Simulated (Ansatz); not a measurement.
Cu2SnHgS4 in Ansatz, relaxation

Run with:

```bash
ansatz run input.yaml --threads 2 --pin off --max-ram 4096MiB --backend cpu --events-out ev --progress --plain --runs-dir out
```

The input file (Ansatz 0.2.0, plane waves):

```yaml
crystal:
  lattice:
    - [-0.009735, 5.379091, -0.121246]
    - [5.604912, -0.009735, -0.077935]
    - [2.873432, 2.802669, -5.387217]
  atoms:
    - { symbol: Hg, position: [0.945909, 0.980379, 0.033209] }
    - { symbol: Sn, position: [0.540581, 0.476319, 0.001537] }
    - { symbol: Cu, position: [0.247412, 0.80486, 0.476164] }
    - { symbol: Cu, position: [0.745508, 0.178833, 0.54029] }
    - { symbol: S, position: [0.702285, 0.604848, 0.245729] }
    - { symbol: S, position: [0.349158, 0.859623, 0.776425] }
    - { symbol: S, position: [0.097825, 0.08865, 0.293435] }
    - { symbol: S, position: [0.830003, 0.379359, 0.776415] }
kpoints:
  mp_grid: { grid: [4, 4, 4], shift: [0.0, 0.0, 0.5] }
magnetization:
  spin_polarized: true
scf:
  occupations: { method: fermi_dirac, width: 0.0102 }
  lower_state_search: "off"
hamiltonian:
  pseudopotentials: { kind: paw }
  xc: r2scan
basis:
  ecutwfc: 500
  fft_grid_basis: typed
relax:
  max_steps: 60
  cell: { p_target: 0.0 }
output:
  forces: true
  stress: true
  eigenvalues: true
  populations: true
  elf: true
  write_potential: true
  volumetric_format: npy
  dos:
    e_range: [-12, 8]
    de: 0.05
    projected: { site_lists: { Cu: [Cu], Hg: [Hg], S: [S], Sn: [Sn] } }
  bader: false
checkpoint:
  read: saved_state
```

Origin of the cell: a strained cell with displaced atoms, so it need not be a known compound.

The saved state is a converged single point of the same cell.

Steps («new basis» is an SCF on plane waves selected anew at the same cell):

| step | ΔF (meV/atom) | max force component (eV/Å) | P (GPa) | volume (Å³) | SCF iterations | step was |
| --- | --- | --- | --- | --- | --- | --- |
| 1 | 0.0 | 10.429 | 22.46 | 159.31 | 9 | accepted |
| 2 | -653.4 | 1.794 | 5.02 | 166.78 | 10 | accepted |
| 3 | -749.4 | 0.962 | 1.78 | 169.30 | 9 | accepted |
| 4 | -780.3 | 0.424 | 0.48 | 170.26 | 9 | accepted |
| 5 | -787.8 | 0.216 | 0.67 | 169.01 | 9 | accepted |
| 6 | -791.4 | 0.009 | -0.17 | 170.98 | 9 | accepted |
| 7 | -791.4 | 0.006 | 0.01 | 170.56 | 6 | accepted |
| 8 | -791.9 | 0.006 | 0.02 | 170.56 | 9 | new basis |

Step 1, with forces in eV/Å:

```xyz
8
Lattice="-0.010 5.379 -0.121 5.605 -0.010 -0.078 2.873 2.803 -5.387" Properties=species:S:1:pos:R:3:forces:R:3 pbc="T T T" step=1
Hg    5.581    5.172   -0.370    7.708    3.197    4.587
Sn    2.669    2.908   -0.111    9.518   -7.917   -9.261
Cu    5.877    2.658   -2.658   -1.691    2.304   -1.855
Cu    2.548    5.523   -3.015    0.650   -0.356   -0.044
S     4.089    4.460   -1.456   -8.277   -5.420   -6.958
S     7.046    4.046   -4.292   -1.481    1.495    1.496
S     1.339    1.348   -1.600    2.192   -0.317    1.605
S     4.349    6.637   -4.313   -8.620    7.015   10.429
```

Step 2, with forces in eV/Å:

```xyz
8
Lattice="-0.021 5.442 -0.088 5.701 -0.022 -0.066 2.905 2.795 -5.455" Properties=species:S:1:pos:R:3:forces:R:3 pbc="T T T" step=2
Hg    5.743    5.268   -0.284    1.056    0.505    0.621
Sn    2.817    2.822   -0.189    0.828   -1.176   -0.576
Cu    5.944    2.700   -2.696   -1.092    1.112   -1.166
Cu    2.565    5.561   -3.018    0.678   -0.138   -0.121
S     4.045    4.378   -1.574   -1.065   -1.576   -1.794
S     7.122    4.093   -4.277   -0.901    0.470    0.606
S     1.404    1.374   -1.609    0.888    0.235    0.683
S     4.328    6.758   -4.182   -0.392    0.568    1.748
```

Step 3, with forces in eV/Å:

```xyz
8
Lattice="-0.008 5.471 -0.038 5.648 -0.007 0.004 2.816 2.766 -5.496" Properties=species:S:1:pos:R:3:forces:R:3 pbc="T T T" step=3
Hg    5.674    5.297   -0.179    0.256    0.388    0.292
Sn    2.788    2.806   -0.110    0.360   -0.736   -0.198
Cu    5.781    2.751   -2.718   -0.691    0.568   -0.552
Cu    2.569    5.563   -2.947    0.513   -0.055   -0.017
S     4.045    4.232   -1.609   -0.205   -0.678   -0.962
S     7.003    4.156   -4.162   -0.449    0.043    0.164
S     1.393    1.440   -1.610    0.353    0.111    0.361
S     4.260    6.810   -4.091   -0.137    0.360    0.911
```

Step 4, with forces in eV/Å:

```xyz
8
Lattice="0.000 5.665 -0.005 5.468 0.000 -0.002 2.734 2.837 -5.500" Properties=species:S:1:pos:R:3:forces:R:3 pbc="T T T" step=4
Hg    5.469    5.568   -0.132    0.002    0.282    0.113
Sn    2.702    2.878   -0.101    0.106   -0.327   -0.035
Cu    5.515    2.859   -2.771   -0.329    0.261   -0.267
Cu    2.573    5.732   -2.883    0.304   -0.032    0.003
S     3.974    4.267   -1.644   -0.053   -0.221   -0.424
S     6.773    4.320   -4.104   -0.159   -0.055    0.058
S     1.359    1.502   -1.623    0.156    0.017    0.129
S     4.139    7.051   -4.058   -0.027    0.075    0.424
```

Step 5, with forces in eV/Å:

```xyz
8
Lattice="-0.003 5.643 0.013 5.475 -0.004 0.018 2.717 2.808 -5.455" Properties=species:S:1:pos:R:3:forces:R:3 pbc="T T T" step=5
Hg    5.438    5.589   -0.078   -0.067    0.137    0.003
Sn    2.701    2.838   -0.078    0.000   -0.055   -0.043
Cu    5.445    2.853   -2.769   -0.009   -0.050   -0.174
Cu    2.638    5.684   -2.817    0.152   -0.039    0.012
S     4.010    4.180   -1.649   -0.216    0.198    0.115
S     6.748    4.301   -3.995    0.060   -0.045   -0.134
S     1.363    1.500   -1.633    0.077   -0.072    0.152
S     4.126    7.026   -3.989    0.003   -0.074    0.069
```

Step 6, with forces in eV/Å:

```xyz
8
Lattice="0.000 5.603 -0.001 5.601 0.000 0.000 2.801 2.803 -5.449" Properties=species:S:1:pos:R:3:forces:R:3 pbc="T T T" step=6
Hg    5.562    5.617   -0.101    0.005    0.007    0.003
Sn    2.763    2.822   -0.098   -0.003   -0.004    0.004
Cu    5.564    2.826   -2.820    0.000   -0.001   -0.004
Cu    2.759    5.627   -2.824    0.006    0.000    0.000
S     4.102    4.166   -1.639    0.003    0.008   -0.001
S     6.907    4.281   -4.009    0.002   -0.001   -0.001
S     1.417    1.480   -1.636   -0.003   -0.006    0.002
S     4.222    6.970   -4.007   -0.009   -0.002   -0.003
```

Step 8, with forces in eV/Å:

```xyz
8
Lattice="0.000 5.585 -0.001 5.589 0.000 0.000 2.794 2.793 -5.465" Properties=species:S:1:pos:R:3:forces:R:3 pbc="T T T" step=8
Hg    5.550    5.604   -0.099    0.000    0.002    0.001
Sn    2.756    2.813   -0.098    0.001    0.000    0.000
Cu    5.550    2.814   -2.830    0.000    0.001   -0.002
Cu    2.754    5.608   -2.831    0.002   -0.001    0.001
S     4.095    4.154   -1.642    0.003    0.005    0.001
S     6.890    4.267   -4.021    0.003   -0.006    0.001
S     1.414    1.475   -1.640   -0.004   -0.006   -0.002
S     4.210    6.946   -4.020   -0.005    0.004    0.000
```

| Item | Value |
| --- | --- |
| Free energy lowered by | 791.9 meV/atom |
| Volume change | 7.07 % |
| Final pressure | 0.02 GPa |
| Relaxation steps listed | 8 |
| Gap on the mesh | 0.73 eV |

Caveats: no spin-orbit coupling, though heavy elements are present; spin is on but no moment was typed; the given cell is far from equilibrium, with atoms too close or a volume far off.

The run took 5.5 min on 2 threads of Arm Neoverse V2, with other jobs on the host, peak memory 1.2 GiB, from a saved density.
